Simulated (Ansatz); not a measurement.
MoPd (rock salt, Fm-3m) under volume change, r²SCAN in the plane-wave PAW code Ansatz, scaled uniformly.

| V (Å³/atom) | E − E(relaxed) (meV/atom) | P (GPa) |
|---|---|---|
| 15.830 | 96.7 | 21.60 |
| 16.352 | 40.4 | 13.16 |
| 16.874 | [?] | [?] |
| 17.395 | 0.0 | 0.00 |
| 17.917 | [?] | [?] |
| 18.439 | 32.2 | -9.35 |
| 18.961 | 68.7 | -12.94 |

Question: Complete the blanks.

Answer: 
- 16.874, E − E(relaxed) (meV/atom): 9.5
- 16.874, P (GPa): 6.02
- 17.917, E − E(relaxed) (meV/atom): 8.5
- 17.917, P (GPa): -5.08

Question: What does a third-order Birch–Murnaghan fit give for V₀, B₀ and B′?

Answer: V₀ = 17.40 Å³/atom, B₀ = 184 GPa, B′ = 4.7.

The start of the workflow was typed in or built on a structure type; neither database checked (COD, Materials Project) lists it. Its standing as an ambient phase is unchecked. Symmetry was held in the r²SCAN relaxation. At this level the phase is mechanically unstable. The run is not spin-polarised. The volume moved by 15 % from the start of the relaxation. Its formation energy is positive at this level, so the cell may be metastable or incomplete.

Potentials: the later of the program's two PAW sets.
